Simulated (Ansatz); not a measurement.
# Structures of PtRh₂: which is lowest?

Plane-wave DFT in Ansatz with scalar-relativistic PAW potentials, cutoff 420 eV, Γ-centred meshes chosen by cell and gap, Gaussian smearing with energies taken to zero width. Every cell was relaxed (cell and atoms) in a run of its own, within the symmetry of its start. Functional: PBE.

Relaxed structures (starts from databases or built by putting these elements on another compound's sites):
A. Immm, 3 atoms in the computed cell, a = 2.742 Å, b = 3.873 Å, c = 8.229 Å; sites (symmetry × multiplicity) Rh mm2 × 4, Pt mmm × 2; start: built
B. R-3m, 3 atoms in the computed cell, a = 2.742 Å, c = 20.233 Å; sites (symmetry × multiplicity) Rh 3m × 6, Pt -3m × 3; start: built

Task: Rank them by energy. Could pressure change the order?

Result:
| structure | group | E − E(lowest) (meV/atom) | V (Å³/atom) | gap on mesh (eV) |
| --- | --- | --- | --- | --- |
| A | Immm | 0.0 | 14.56 | 0.00 |
| B | R-3m | 49 | 14.63 | 0.00 |

A is lowest, 49 meV/atom under B. The lowest is also the densest of these, so pressure wouldn't bring one of the others in at first order. Other structures may lie lower than all of these, and vibrations aren't counted.

Spin-orbit coupling is left out, which matters for the bands of heavy elements.